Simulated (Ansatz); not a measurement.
KF:
```
KF
1.0
    0.00000     2.58124     2.58124
    2.58124     0.00000     2.58124
    2.58124     2.58124     0.00000
K F
1 1
Cartesian
  0.00000   0.00000   0.00000
  2.58124   2.58124   2.58124
```

Relaxed with LDA. Special points in fractions of this cell's reciprocal vectors: Γ (0.000, 0.000, 0.000); X (0.500, 0.000, 0.500); U (0.625, 0.250, 0.625); K (0.375, 0.375, 0.750); L (0.500, 0.500, 0.500); W (0.500, 0.250, 0.750).

### Question
List the band energies nearest the valence-band maximum at these points for plane-wave PAW LDA (Ansatz code).

### Answer
In eV from the valence-band maximum; about four levels below and three above (degenerate sets whole), none deeper than 8.9 eV; points with the same levels are listed once.

| k | below | above |
|---|---|---|
| Γ | -8.75 -8.75 -8.75 0.00 0.00 0.00 | 6.36 10.80 10.80 10.80 |
| X | -0.13 -0.02 -0.02 | 7.98 10.73 12.22 |
| U | -0.39 -0.23 -0.14 | 8.89 10.97 11.55 |
| L | -8.80 -8.80 -0.97 -0.46 -0.46 | 9.22 11.00 12.44 12.44 |
| W | -8.86 -0.51 -0.12 -0.12 | 9.79 9.79 11.66 |

Space group Fm-3m (rock salt). Symmetry was held in the LDA relaxation.

Potentials: the earlier of the program's two PAW sets. The files were generated under PBE; for other functionals the program regenerates the frozen cores, and for LDA and PBEsol the local potential too.
